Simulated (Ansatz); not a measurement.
Al2Ru:
```
CELL_PARAMETERS angstrom
     -1.56069     1.56069     4.21126
      1.56069    -1.56069     4.21126
      1.56069     1.56069    -4.21126
ATOMIC_POSITIONS crystal
  Al 0.65909 0.65909 0.00000
  Al 0.34091 0.34091 0.00000
  Ru 0.00000 0.00000 0.00000
```

Relaxed with PBEsol. Special points in fractions of this cell's reciprocal vectors: Γ (0.000, 0.000, 0.000); X (0.000, 0.000, 0.500); P (0.250, 0.250, 0.250); N (0.000, 0.500, 0.000); M (0.500, 0.500, -0.500); S (0.284, 0.716, -0.284); S0 (-0.284, 0.284, 0.284); R (-0.069, 0.069, 0.500); G (0.500, 0.500, -0.069).

Question: List the band energies nearest the Fermi level at these points for DFT-PBEsol in the program Ansatz with PAW potentials.

Answer: In eV from the Fermi level; about four levels below and three above (degenerate sets whole), none deeper than 8.9 eV; points with the same levels are listed once.

```csv
k,below,above
Γ,-2.01 -2.01 -1.96 -0.98,2.42 4.64 6.08 6.08
X,-3.43 -3.11 -1.28 -0.36,0.26 1.83 2.02
P,-3.42 -1.72 -1.72 -0.49,0.26 1.24 3.46 3.46
N,-2.95 -2.75 -2.58 -1.44,0.57 3.06 5.11
M,-2.64 -1.57 -1.57 -0.95,3.13 3.13 6.28
S,-2.89 -2.52 -2.47 -1.42,0.28 3.32 5.78
R,-3.36 -3.10 -1.24 -1.03,0.15 1.92 2.47
```

Space group I4/mmm (MoSi2 or CaC2 type). The first step of the workflow began from a Materials Project structure, measured or hypothetical; the Crystallography Open Database copy checked does not list it. With Al and Ru taken as one species the cell has the higher symmetry I4/mmm, so it may be an ordered model of a mixed-site phase. Whether it is the stable phase at ambient conditions was not checked. The PBEsol relaxation kept the symmetry of its start; of distortions, only those at the zone centre were tested. No spin polarisation was allowed. Scalar-relativistic: spin–orbit coupling is off unless named, which matters more the heavier the elements.

Potentials: the later of the program's two PAW sets.
